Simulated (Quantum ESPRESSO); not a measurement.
# Computed records: Si4NO6F (made-up cell)

Computed with Quantum ESPRESSO 7.5. Calculation on a made-up crystal cell, not a measurement: periodic Kohn-Sham density functional theory in plane waves with PseudoDojo standard norm-conserving scalar-relativistic pseudopotentials, each functional with its own files (v0.5 for PBE, v0.4.1 for LDA and PBEsol), no spin polarisation, no spin-orbit coupling, atoms not relaxed, stress positive in tension, energies less a fixed whole-eV offset for each atom's element; levels are Kohn-Sham levels at fractions of this cell's reciprocal vectors, counted from the reference band (half the neutral cell's valence electrons, rounded up) at Gamma; error bars cover cutoff and k-mesh only, not smearing or the files; each bar is the largest change over components, and at least 0.002 eV, 0.002 eV per angstrom or 0.02 GPa; added strain carries the atoms with the cell, and shear is the tensor component; no dispersion term; energies are for the whole cell, and the offsets were chosen from early runs and are not element reference energies.

Entry: Si4NO6F (made-up cell)

```cif
# cell vector a (Å): 4.3409 0.0000 0.0000
# cell vector b (Å): 0.0000 4.3409 0.0000
# cell vector c (Å): 0.0000 0.0000 5.5210
data_Si4NO6F
_symmetry_space_group_name_H-M 'P 1'
_symmetry_Int_Tables_number 1
_cell_length_a 4.3409
_cell_length_b 4.3409
_cell_length_c 5.5210
_cell_angle_alpha 90.000
_cell_angle_beta 90.000
_cell_angle_gamma 90.000
_cell_volume 104.03
loop_
_atom_site_label
_atom_site_type_symbol
_atom_site_fract_x
_atom_site_fract_y
_atom_site_fract_z
_atom_site_occupancy
Si1 Si 0.00302 0.99318 0.99986 1
Si2 Si 0.51863 0.50188 0.24865 1
Si3 Si 0.99387 0.99424 0.51907 1
Si4 Si 0.50038 0.49934 0.75619 1
O1 O 0.29667 0.29160 0.01313 1
O2 O 0.69838 0.68995 0.00060 1
N1 N 0.80831 0.20302 0.24496 1
O3 O 0.18687 0.81799 0.24581 1
F1 F 0.31070 0.28918 0.49317 1
O4 O 0.69216 0.68502 0.49900 1
O5 O 0.81131 0.20360 0.76350 1
O6 O 0.19010 0.81200 0.75095 1
```

```
lattice type             : rutile, doubled along c
functional               : pbe
cutoff                   : 1143 eV
fermi dirac smearing     : 0.025 eV
scf tolerance            : 1e-07 eV
electrons removed        : 0
k mesh                   : 5 x 5 x 4, shifted by half a step
free energy less offsets : 8.658 eV
scf iterations           : 13
smearing term minus ts   : 0 eV
pressure                 : -9.735 GPa
stress xx                : 8.862 GPa
stress yy                : 9.056 GPa
stress zz                : 11.29 GPa
stress yz                : -0.107 GPa
stress xz                : 0.2051 GPa
stress xy                : -9.83 GPa
reference band           : 32
error bar energy         : 0.002004 eV
error bar stress         : 0.0325 GPa
error bar force          : 0.002139 eV/Å
error bar next band up   : 0.002 eV
error bars from          : tighter rerun of a related cell
```

Atoms:
```csv
atoms element,atom site,atom energy offset (eV)
Si,1,-115
Si,2,-115
Si,3,-115
Si,4,-115
O,5,-452
O,6,-452
N,7,-283
O,8,-452
F,9,-677
O,10,-452
O,11,-452
O,12,-452
```

Forces:
```csv
site,x (eV/Å),y (eV/Å),z (eV/Å)
1,-1.993,2.093,3.957
2,2.043,-0.4414,-2.884
3,-3.862,0.2558,-5.29
4,2.07,0.6333,2.836
5,1.612,2.179,-2.851
6,-1.231,-0.07144,-1.673
7,0.1656,-0.9633,2.443
8,1.89,-2.42,1.894
9,0.2099,0.9452,1.9
10,-1.629,-0.5268,2.159
11,0.2477,-1.002,-1.819
12,0.4769,-0.6807,-0.671
```

Levels:
```csv
level k point,next band up (eV)
Gamma,1.051
"(1/2,1/2,1/2)",2.651
"(0.15,0,0)",1.497
"(0,0.15,0)",1.442
"(0,0,0.15)",1.322
```
